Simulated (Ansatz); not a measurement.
MgTe:
```
MgTe
1.0
    4.56105     0.00000     0.00000
   -2.28052     3.94998     0.00000
    0.00000     0.00000     7.41131
Mg Te
2 2
Direct
  0.66667   0.33333   0.00101
  0.33333   0.66667   0.50101
  0.66667   0.33333   0.62419
  0.33333   0.66667   0.12419
```

x, y and z are the axes in which the lattice vectors are written.

Problem. Give the high-frequency dielectric tensor and the Born effective charge tensors of the independent atoms from DFPT, plane-wave PAW PBEsol (Ansatz code).

Solution. 
ε∞:
```
5.55  0.00  0.00
0.00  5.55  0.00
0.00  0.00  5.69
```
Z* of atom 1 (Mg), rows: field, columns: displacement, in e:
```
1.89  0.00  0.00
0.00  1.89  0.00
0.00  0.00  1.98
```
Z* of atom 3 (Te), rows: field, columns: displacement, in e:
```
-1.89   0.00   0.00
 0.00  -1.89   0.00
 0.00   0.00  -1.98
```

Static charges for comparison (Bader): Mg1 +1.54, Te3 -1.54 e. Born charges measure polarisation by displacement and can exceed these by far.

Space group P6_3mc (wurtzite). Symmetry was held in the PBEsol relaxation. Spin–orbit coupling is left out wherever it is not named.

Potentials: the later of the program's two PAW sets.
